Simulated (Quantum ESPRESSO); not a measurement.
```cif
data_O8RbS2Sc
_chemical_formula_sum 'O8 S2 Sc1 Rb1'
_space_group_name_H-M_alt 'P321'
_space_group_IT_number 150
_space_group_name_Hall 'P 3 2"'
_cell_length_a 5.05963
_cell_length_b 5.05963
_cell_length_c 8.76851
_cell_angle_alpha 90.000
_cell_angle_beta 90.000
_cell_angle_gamma 120.000
loop_
_atom_site_label
_atom_site_type_symbol
_atom_site_symmetry_multiplicity
_atom_site_Wyckoff_symbol
_atom_site_fract_x
_atom_site_fract_y
_atom_site_fract_z
_atom_site_occupancy
O1 O 6 g 0.09596 0.36174 0.15138 1
O2 O 2 d 0.33333 0.66667 0.37682 1
S1 S 2 d 0.33333 0.66667 0.21060 1
Sc1 Sc 1 a 0.00000 0.00000 0.00000 1
Rb1 Rb 1 b 0.00000 0.00000 0.50000 1
```

The geometry is that of Materials Project entry mp-1209187, symmetrised and not relaxed again.

Problem. What does norm-conserving PBEsol (Quantum ESPRESSO, 84 Ry, no spin-orbit coupling) give for the electronic structure near the Fermi level?

Solution. The PBEsol gap is indirect, 4.34 eV, from M to 50 % of the way from K to Γ; the smallest direct gap is 4.37 eV. Another valence and conduction extremum on the path lies within 0.02 eV, too close to call. 

The structure is a Materials Project entry; no match was found in the copy of COD used, and its stability was not checked.
